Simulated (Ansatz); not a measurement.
Ti3Os in space group Fm-3m (No. 225; Ti on 8c, Ti on 4b, Os on 4a), PBE in the plane-wave PAW code Ansatz, all energies at zero smearing, with the estimated change up to a 700 eV cutoff added, with one set of potentials and settings (totals compare only within such a set). Cell of 4 atoms (3 Ti, 1 Os): -18884.895 eV.

```csv
element,reference phase,E (eV/atom)
Ti,"P6/mmm, 3 atoms in the cell",-2499.6739
Os,"P6_3/mmc, 2 atoms in the cell",-11384.5491
```

Formation energy per atom, worked out: (-18884.895 − 3×(-2499.6739) − 1×(-11384.5491))/4 = -0.331 eV/atom (-32 kJ per mol of atoms), at 0 K, without zero-point energy or fitted corrections.

The first step of the workflow began from a Materials Project structure, measured or hypothetical; the Crystallography Open Database copy checked does not list it. With Ti and Os taken as one species the cell has the higher symmetry Im-3m, so it may be an ordered model of a mixed-site phase. Its standing as an ambient phase is unchecked. The PBE relaxation kept the symmetry of its start; whether a distortion lowers the energy is not shown. Spin order of the final state: ferromagnetic, chosen from 4 collinear starts compared on coarse meshes (ties went to the first, and starts can fall back to one state), not a proven ground state. The references are the lowest solids computed at this level, not always the standard phases. Scalar-relativistic: spin–orbit coupling is off unless named, which matters more the heavier the elements.

Potentials: the later of the program's two PAW sets.
